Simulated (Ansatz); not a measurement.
An Ansatz (a program for electronic structure) run. Input:

Ansatz 0.2 input:
```yaml
crystal:
  lattice:
    - [2.1819718742, 0.0, 0.0]
    - [-1.0909859371, 1.8896430734, 0.0]
    - [0.0, 0.0, 8.3856684765]
  atoms:
    - { symbol: Be, position: [0.3333333333, 0.6666666667, 0.6727027977] }
    - { symbol: Be, position: [0.6666666667, 0.3333333333, 0.8926645] }
    - { symbol: Be, position: [0.3333333333, 0.6666666667, 0.1073355] }
    - { symbol: Be, position: [0.6666666667, 0.3333333333, 0.3272972023] }
    - { symbol: H, position: [0.0, 0.0, 0.5] }
kpoints:
  mp_grid: { grid: [31, 31, 7] }
hamiltonian:
  xc: lda
  pseudopotentials: { azcp: { folder: ./paw }, kind: paw }
scf:
  occupations: { method: fermi_dirac, width: 0.1 }
elastic: { mode: relaxed_ion, stencil: two_point, amplitude: 0.005, f_tol: 0.0005 }
```

Output (shortened):

```
Pseudopotential: Be, paw, valence charge 2
Pseudopotential: H, paw, valence charge 1
Functional definition: SPW92
Crystal: 5 atoms, lattice volume = 34.575 Å³
Basis set: ecut = 420 eV, 689 PW (Γ)
Bands: 10, of which v1, the nominal top of the filled ones, is band 5 counted from 1 (4 counted from 0)
Symmetry: 12 space group operations
Space group: P-3m1 (ITA 164), of the structure as read, at distance tolerance 3.3e-5 Å
k-points: 624 of 6727
SCF 1 converged in 10 iterations: F = -367.385616 eV  dr2 = 8.99e-14
relax step   1: F+E_penalty+E_count = -367.38561556 eV  Δ(F+E_penalty+E_count) = +0.000e0 eV  max|allowed force component| = 8.203e-3 eV/Å  Δτ_max = 0.0000 Å  (10 SCF iters, accepted)
Crystal: 5 atoms, lattice volume = 34.575 Å³
SCF 2 converged in 8 iterations: F = -367.385622 eV  dr2 = 1.05e-14
relax step   2: F+E_penalty+E_count = -367.38562167 eV  Δ(F+E_penalty+E_count) = -6.109e-6 eV  max|allowed force component| = 4.111e-3 eV/Å  Δτ_max = 0.0004 Å  (8 SCF iters, accepted)
Crystal: 5 atoms, lattice volume = 34.575 Å³
SCF 3 converged in 7 iterations: F = -367.385623 eV  dr2 = 1.14e-14
relax step   3: F+E_penalty+E_count = -367.38562325 eV  Δ(F+E_penalty+E_count) = -1.585e-6 eV  max|allowed force component| = 8.171e-5 eV/Å  Δτ_max = 0.0004 Å  (7 SCF iters, accepted)
Crystal: 5 atoms, lattice volume = 34.575 Å³
SCF 4 converged in 6 iterations: F = -367.385623 eV  dr2 = 7.21e-19
Crystal: 5 atoms, lattice volume = 34.402 Å³
Symmetry: 4 space group operations
k-points: 1744 of 6727
SCF 5 converged in 9 iterations: F = -367.384715 eV  dr2 = 6.99e-16
relax step   1: F+E_penalty+E_count = -367.38471477 eV  Δ(F+E_penalty+E_count) = +0.000e0 eV  max|allowed force component| = 3.145e-2 eV/Å  Δτ_max = 0.0000 Å  (9 SCF iters, accepted)
Crystal: 5 atoms, lattice volume = 34.402 Å³
SCF 6 converged in 8 iterations: F = -367.385398 eV  dr2 = 3.00e-15
relax step   2: F+E_penalty+E_count = -367.38539830 eV  Δ(F+E_penalty+E_count) = -6.835e-4 eV  max|allowed force component| = 3.311e-2 eV/Å  Δτ_max = 0.0107 Å  (8 SCF iters, accepted)
Crystal: 5 atoms, lattice volume = 34.402 Å³
SCF 7 converged in 10 iterations: F = -367.386296 eV  dr2 = 1.58e-16
relax step   3: F+E_penalty+E_count = -367.38629642 eV  Δ(F+E_penalty+E_count) = -8.981e-4 eV  max|allowed force component| = 3.832e-2 eV/Å  Δτ_max = 0.0127 Å  (10 SCF iters, accepted)
Crystal: 5 atoms, lattice volume = 34.402 Å³
SCF 8 converged in 9 iterations: F = -367.394130 eV  dr2 = 3.63e-15
relax step   4: F+E_penalty+E_count = -367.39412961 eV  Δ(F+E_penalty+E_count) = -7.833e-3 eV  max|allowed force component| = 3.235e-2 eV/Å  Δτ_max = 0.0919 Å  (9 SCF iters, accepted)
Crystal: 5 atoms, lattice volume = 34.402 Å³
SCF 9 converged in 9 iterations: F = -367.370578 eV  dr2 = 6.45e-15
relax step   5: F+E_penalty+E_count = -367.37057779 eV  Δ(F+E_penalty+E_count) = +2.355e-2 eV  max|allowed force component| = 2.097e-1 eV/Å  Δτ_max = 0.1950 Å  (9 SCF iters, rejected (line search))
Crystal: 5 atoms, lattice volume = 34.402 Å³
SCF 10 converged in 9 iterations: F = -367.395545 eV  dr2 = 1.02e-14
relax step   6: F+E_penalty+E_count = -367.39554493 eV  Δ(F+E_penalty+E_count) = -1.415e-3 eV  max|allowed force component| = 6.811e-2 eV/Å  Δτ_max = 0.0514 Å  (9 SCF iters, accepted)
[...]
SCF 42 converged in 6 iterations: F = -367.390268 eV  dr2 = 0.0
Crystal: 5 atoms, lattice volume = 34.575 Å³
SCF 43 converged in 7 iterations: F = -367.385492 eV  dr2 = 9.51e-14
relax step   1: F+E_penalty+E_count = -367.38549164 eV  Δ(F+E_penalty+E_count) = +0.000e0 eV  max|allowed force component| = 2.921e-2 eV/Å  Δτ_max = 0.0000 Å  (7 SCF iters, accepted)
Crystal: 5 atoms, lattice volume = 34.575 Å³
SCF 44 converged in 8 iterations: F = -367.386192 eV  dr2 = 1.63e-15
relax step   2: F+E_penalty+E_count = -367.38619162 eV  Δ(F+E_penalty+E_count) = -7.000e-4 eV  max|allowed force component| = 3.574e-2 eV/Å  Δτ_max = 0.0105 Å  (8 SCF iters, accepted)
Crystal: 5 atoms, lattice volume = 34.575 Å³
SCF 45 converged in 8 iterations: F = -367.393579 eV  dr2 = 6.07e-14
relax step   3: F+E_penalty+E_count = -367.39357867 eV  Δ(F+E_penalty+E_count) = -7.387e-3 eV  max|allowed force component| = 5.728e-2 eV/Å  Δτ_max = 0.0769 Å  (8 SCF iters, accepted)
Crystal: 5 atoms, lattice volume = 34.575 Å³
SCF 46 converged in 8 iterations: F = -367.395533 eV  dr2 = 4.29e-14
relax step   4: F+E_penalty+E_count = -367.39553335 eV  Δ(F+E_penalty+E_count) = -1.955e-3 eV  max|allowed force component| = 4.930e-2 eV/Å  Δτ_max = 0.0186 Å  (8 SCF iters, accepted)
Crystal: 5 atoms, lattice volume = 34.575 Å³
SCF 47 converged in 9 iterations: F = -367.374419 eV  dr2 = 7.51e-14
relax step   5: F+E_penalty+E_count = -367.37441909 eV  Δ(F+E_penalty+E_count) = +2.111e-2 eV  max|allowed force component| = 1.854e-1 eV/Å  Δτ_max = 0.1983 Å  (9 SCF iters, rejected (line search))
Crystal: 5 atoms, lattice volume = 34.575 Å³
SCF 48 converged in 9 iterations: F = -367.399277 eV  dr2 = 4.47e-15
relax step   6: F+E_penalty+E_count = -367.39927748 eV  Δ(F+E_penalty+E_count) = -3.744e-3 eV  max|allowed force component| = 3.715e-3 eV/Å  Δτ_max = 0.0653 Å  (9 SCF iters, accepted)
Crystal: 5 atoms, lattice volume = 34.575 Å³
SCF 49 converged in 9 iterations: F = -367.399273 eV  dr2 = 1.93e-16
relax step   7: F+E_penalty+E_count = -367.39927323 eV  Δ(F+E_penalty+E_count) = +4.254e-6 eV  max|allowed force component| = 3.374e-3 eV/Å  Δτ_max = 0.0065 Å  (9 SCF iters, rejected (line search))
Crystal: 5 atoms, lattice volume = 34.575 Å³
SCF 50 converged in 7 iterations: F = -367.399288 eV  dr2 = 7.36e-14
relax step   8: F+E_penalty+E_count = -367.39928772 eV  Δ(F+E_penalty+E_count) = -1.024e-5 eV  max|allowed force component| = 2.058e-4 eV/Å  Δτ_max = 0.0027 Å  (7 SCF iters, accepted)
Crystal: 5 atoms, lattice volume = 34.575 Å³
SCF 51 converged in 6 iterations: F = -367.399288 eV  dr2 = 2.12e-19
WARN: C11 and the rest of its column (C11 to C61, from strain 11), C44 and the rest of its column (C14 to C64, from strain 23), every constant that the …
SCF converged after 6 iterations
Stability not checked: this state was not tested for a lower state beside it, because too few of the mixer's solves of this state at the end of the SCF gave a …
Free energy (F): -367.385623 eV
Harris-Foulkes:  -367.385623 eV  (|F-HF|=1.14e-13)
Internal energy: -367.347402 eV  (E = F + TS)
E sigma→0 (E₀):  -367.366512 eV
Entropy (-TS):   -0.038222 eV (-7.644 meV/atom)
Fermi energy:    7.433846 eV
--- Per-component energies (eV) ---
  E_band       = 21.260385
  E_kinetic    = 99.723087
  E_local      = 4.347903  (includes V_loc(G=0)·N_el)
  E_nonlocal   = 17.036549
  E_hartree    = 1.370267
  E_xc         = -90.170149
  E_vxc        = -95.202806  (∫ρ·V_xc dr)
  E_paw        = -218.821140  (= ΣΔE_a)
  E_vpaw       = -7.384146  (= ΣTr[D̂ρ^β])
  E_aug_tail   = -0.000737  (compensation charges beyond the density's cutoff)
  E_ewald      = -180.954330
  E_core_change = 0.121148  (= ΣΔE_core)
  E_smearing   = -0.038222  (= −TS)
  E_closure    = 0.000000  (closes the sum)
  Σ components = -367.385623   (vs F -367.385623, Δ=0.00e0)
--- Forces (eV/Å), atoms counted from 1 ---
  atom   1  Be     0.00000000     0.00000000    -0.00005123
  atom   2  Be     0.00000000     0.00000000    -0.00008174
  atom   3  Be     0.00000000     0.00000000     0.00008174
  atom   4  Be     0.00000000     0.00000000     0.00005123
  atom   5  H      0.00000000     0.00000000     0.00000000
  max |Σ_I F_I| component: 3.70e-17 eV/Å
--- Stress (GPa, compression-positive) ---
        0.248833       0.000000       0.000000
        0.000000       0.248833       0.000000
        0.000000       0.000000      -0.465397
  P = ⅓ Tr σ = 0.0108 GPa (0.108 kbar)
--- Band table (eV; the first three rows and the last of 624) ---
  k-point 0: bands = ["-4.4533", "-2.9200", "-2.1710", "1.0997", "4.2075", "12.0484", "12.3837", "22.3517", "23.6747", "25.4744"]
  k-point 1: bands = ["-4.4367", "-3.0630", "-1.9640", "0.8970", "4.4446", "10.9151", "13.6356", "21.3689", "24.4748", "25.4814"]
  k-point 2: bands = ["-4.3948", "-3.2851", "-1.5554", "0.4419", "4.9749", "9.8212", "15.1236", "19.8521", "25.4075", "25.4980"]
  k-point 623: bands = ["4.3642", "5.6469", "6.8400", "6.9053", "7.3086", "7.3552", "9.0302", "9.8109", "13.1877", "13.7256"]
--- Elastic constants: 3 strain directions × 2 members + reference (group order 12) ---
  dense FFT box of the reference and of every strained cell: 15×15×60
  strains applied: 11, 33, 23; error gains …
  reference relaxed by the batch: 3 steps …
  largest displacement 6.3e-4 Å; the constants are those of the deck's cell at these positions:
  atoms:
    - { symbol: Be, position: [0.33333333333333337, 0.6666666666666667, 0.6726474439975263] }
    - { symbol: Be, position: [0.6666666666666667, 0.33333333333333337, 0.8927398619522663] }
    - { symbol: Be, position: [0.33333333333333337, 0.6666666666666667, 0.10726013804773366] }
    - { symbol: Be, position: [0.6666666666666667, 0.33333333333333337, 0.3273525560024738] }
    - { symbol: H, position: [0.0, 0.0, 0.5] }
  C = ∂σ_k/∂η_j (tension-positive GPa; Voigt order 11 22 33 23 13 12):
      -751.948   1020.315     32.050   1038.920      0.000      0.000
      1020.315   -751.948     32.050  -1038.920      0.000      0.000
        62.639     62.639    297.922      0.000      0.000      0.000
      1266.764  -1266.764      0.000  -1204.771      0.000      0.000
         0.000      0.000      0.000      0.000  -1204.771   1266.764
         0.000      0.000      0.000      0.000   1038.920   -886.132
  reference stress σ⁰ (GPa):     -0.249     -0.249      0.465      0.000      0.000      0.000
  moduli (Voigt/Reuss/Hill, GPa): K = 113.78/111.83/112.81   G = -813.87/199.68/-307.09   E = -9951.42   ν = 15.203
  mechanically stable: NO (min eigenvalue of sym C = -3143.39 GPa)
  the cell is mechanically unstable, and its weakest contacts join parallel layers …
  the layer in its plane, per area (N/m: the tensor there times 8.3857 Å, the cell's volume per area …
    C11 = -630.56   C22 = -630.56   C12 = 855.60   C66 = -743.08   C16 = 0.00   C26 = 0.00
  moduli of the layer (Voigt/Reuss/Hill, N/m): K = 112.52/112.52/112.52   G = -743.08/-743.08/-743.08   E = 530.40   ν = -1.357
  mechanically stable in its plane: NO (min eigenvalue of those constants = -1486.16 N/m; a buckling out of the plane is not judged)
  harmonic check of the ions' relaxations: strain 11: 1 of 1 pair far from harmonic (see the warning); strain 23 …
  the stresses are not corrected for the forces that the relaxations left standing (`elastic.f_tol`)
  strain η (Voigt 11):  stress-route row diagonal C_11 = -751.95 GPa, energy-path curvature d²(F+E_count+ΔE)/dδ²/Ω₀ = -2751.01 GPa
         δ    σ_11 (GPa)             F (eV)   n_scf  n_hpsi   n_pw
    -5.000e-3       4.8368        -367.3963227       6  253087    697   relax 9 steps, max|allowed force component| 1.72e-4 eV/Å
     5.000e-3      -2.6827        -367.3897642       6  253187    704   relax 9 steps, max|allowed force component| 7.40e-5 eV/Å
  strain η (Voigt 33):  stress-route row diagonal C_33 = 297.92 GPa, energy-path curvature d²(F+E_count+ΔE)/dδ²/Ω₀ = 298.08 GPa
         δ    σ_33 (GPa)             F (eV)   n_scf  n_hpsi   n_pw
    -5.000e-3      -1.0381        -367.3853160       6   90410    700   relax 3 steps, max|allowed force component| 3.77e-5 eV/Å
     5.000e-3       1.9412        -367.3843207       6   90448    702   relax 3 steps, max|allowed force component| 1.39e-4 eV/Å
  strain η (Voigt 23):  stress-route row diagonal C_44 = -1204.77 GPa, energy-path curvature d²(F+E_count+ΔE)/dδ²/Ω₀ = -3394.18 GPa
         δ    σ_23 (GPa)             F (eV)   n_scf  n_hpsi   n_pw
    -5.000e-3       3.6885        -367.3902678       6  254139    702   relax 9 steps, max|allowed force component| 2.93e-4 eV/Å
     5.000e-3      -8.3593        -367.3992877       6  254313    702   relax 8 steps, max|allowed force component| 2.06e-4 eV/Å
```

Cost: very roughly 21 core-minutes on shared cores.

The start of the workflow was typed in or built on a structure type; neither database checked (COD, Materials Project) lists it. Whether it is the stable phase at ambient conditions was not checked. Symmetry was held in the LDA relaxation. Its formation energy is positive at this level, so the cell may be metastable or incomplete. A crystal of weakly bound units computed without a dispersion correction: the cell and the soft elastic constants depend strongly on that. On the denser mesh and wider smearing of the elastic run this cell carries a stress of 0.5 GPa.

Potentials: the earlier of the program's two PAW sets. The files were generated under PBE; for other functionals the program regenerates the frozen cores, and for LDA and PBEsol the local potential too.

Ansatz is a plane-wave DFT program.
